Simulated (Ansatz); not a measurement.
Computed with Ansatz 0.2.0, DFT PBE, scalar-relativistic, plane waves, PAW. All cells share a 420 eV cutoff and Γ-centred k meshes spaced at most about 0.3 Å⁻¹ (2π included). No spin polarisation in the final relaxations.

All energies are static (0 K, no zero-point motion).

Compare these two cells of CsGaCl₂, each relaxed at this level.

A.

```yaml
crystal:
  lattice:
    - [4.97838, 0.00000, 0.00000]
    - [-1.98272, 4.58755, 0.00000]
    - [-1.26613, -2.23398, 15.21043]
  atoms:
    - { symbol: Cs, position: [0.99878, 0.74890, 0.24957] }
    - { symbol: Cs, position: [0.00161, 0.25088, 0.75026] }
    - { symbol: Ga, position: [0.68659, 0.29357, 0.49081] }
    - { symbol: Ga, position: [0.31218, 0.20714, 0.00922] }
    - { symbol: Cl, position: [0.40904, 0.45626, 0.37524] }
    - { symbol: Cl, position: [0.41868, 0.95188, 0.87515] }
    - { symbol: Cl, position: [0.58869, 0.04176, 0.12424] }
    - { symbol: Cl, position: [0.58442, 0.54962, 0.62551] }
```

B.

```yaml
crystal:
  lattice:
    - [4.55334, 0.00000, 0.00000]
    - [-2.27667, 3.94331, 0.00000]
    - [0.00000, 0.00000, 7.93611]
  atoms:
    - { symbol: Cs, position: [0.00000, 0.00000, 0.50000] }
    - { symbol: Ga, position: [0.00000, 0.00000, 0.00000] }
    - { symbol: Cl, position: [0.33333, 0.66667, 0.78535] }
    - { symbol: Cl, position: [0.66667, 0.33333, 0.21465] }
```

Question: Which would you expect to be lower, and how large is the difference?

Answer: A is lower, by 31 meV/atom. A has space group P1 (No. 1), 43.4 Å³/atom and a gap of 3.21 eV on its mesh; B has space group P-3m1 (No. 164), 35.6 Å³/atom and a gap of 3.00 eV. Counting Cl atoms around Cs and Ga (those within 1.25 times the shortest such distance or 1.15 times the sum of covalent radii; the shortest distance is added where it is long for a bond), A has Cs 6, Ga 2 and B has Cs 6, Ga 6 from 3.1 Å. The lower one is the more open, so pressure narrows the difference. Both come from invented guesses.

Kohn–Sham gaps at this level usually fall short of measured ones. Cells relaxed within their symmetry can be saddle points. The P1 cell of CsGaCl2 came from shaking the P-3m1 one.
